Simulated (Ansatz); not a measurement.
Relaxed-ion elastic tensor of YF₃ in space group Pnma (No. 62; Y on 4c, F on 8d, F on 4c) in GPa (Voigt order), DFT-r²SCAN in the program Ansatz with PAW potentials; density 5.06 g/cm³, 11.97 Å³ per atom.

```
 221  98.0   122   0.0   0.0   0.0
98.0   240  60.8   0.0   0.0   0.0
 122  60.8   142   0.0   0.0   0.0
 0.0   0.0   0.0  61.4   0.0   0.0
 0.0   0.0   0.0   0.0  68.5   0.0
 0.0   0.0   0.0   0.0   0.0  62.1
```

Question: Is the crystal mechanically stable?

Answer: Yes: the smallest eigenvalue of C is 52.9 GPa.

Question: Work out the Voigt, Reuss and Hill averages.

Answer: K_V = 129, K_R = 116, K_H = 123; G_V = 59.9, G_R = 51.5, G_H = 55.7 GPa.

Question: Give Young's modulus, Poisson's ratio, Pugh's ratio and the universal anisotropy index.

Answer: E = 9KG/(3K + G) = 145 GPa; ν = 0.30; K/G = 2.21 (ductile by the Pugh limit of 1.75); A_U = 5G_V/G_R + K_V/K_R − 6 = 0.92.

Question: Estimate the sound speeds and the Debye temperature.

Answer: v_l = √((K + 4G/3)/ρ) = 6240 m/s, v_t = √(G/ρ) = 3320 m/s, mean 3710 m/s; Θ = (h/k)(3n/4πV)^(1/3) v_m = 483 K.

Question: How much does each axis shrink under pressure?

Answer: Linear compressibilities β_i = Σ_j S_ij (j = 1 to 3): x 0.18, y 2.6, z 5.8 per TPa.

The workflow started from a Materials Project entry (that database holds measured and hypothetical structures alike); the Crystallography Open Database files this formula in space group No. 62, but the cells were not matched. Its standing as an ambient phase is unchecked. Symmetry was held in the r²SCAN relaxation; its stability against distortions is not shown here. No spin polarisation was allowed.

Potentials: the later of the program's two PAW sets.
